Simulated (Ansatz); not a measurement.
Li₂ZrO₃:
```xyz
12
Lattice="2.6850 4.5172 0.0000 -2.6850 4.5172 0.0000 -2.0229 0.0000 5.0026" Properties=species:S:1:pos:R:3 pbc="T T T"
Li    -0.5057     2.3367     1.2506
Li    -1.5172     6.6976     3.7519
Li    -0.5057     5.1947     1.2506
Li    -1.5172     3.8396     3.7519
Zr    -0.5057     8.2091     1.2506
Zr    -1.5172     0.8252     3.7519
O      1.3425     2.2586     0.0000
O     -2.3540     2.2586     2.5013
O     -0.5525     5.2008     4.9393
O     -1.4704     3.8335     0.0633
O     -2.4819     5.2008     2.5646
O      0.4589     3.8335     2.4380
```

r²SCAN (plane waves, PAW; program Ansatz) gives a gap of 4.47 eV without spin–orbit coupling, maximum at Γ, minimum at Y.

What happens when spin–orbit coupling is switched on?

The gap hardly moves, to 4.47 eV; maximum at Γ, minimum at Y.

Give the electron effective mass with spin–orbit coupling.

0.52, 0.63, 2.4 mₑ (principal values).

Give the hole effective mass with spin–orbit coupling.

0.66, 2.3, 2.7 mₑ (principal values).

Space group C2/c. The workflow started from a Materials Project entry (that database holds measured and hypothetical structures alike); the Crystallography Open Database files this formula in space group No. 15, but the cells were not matched. Its standing as an ambient phase is unchecked. The cell was relaxed with r²SCAN under the symmetry of its start; its stability against distortions is not shown here. The run is not spin-polarised.

Potentials: the later of the program's two PAW sets.
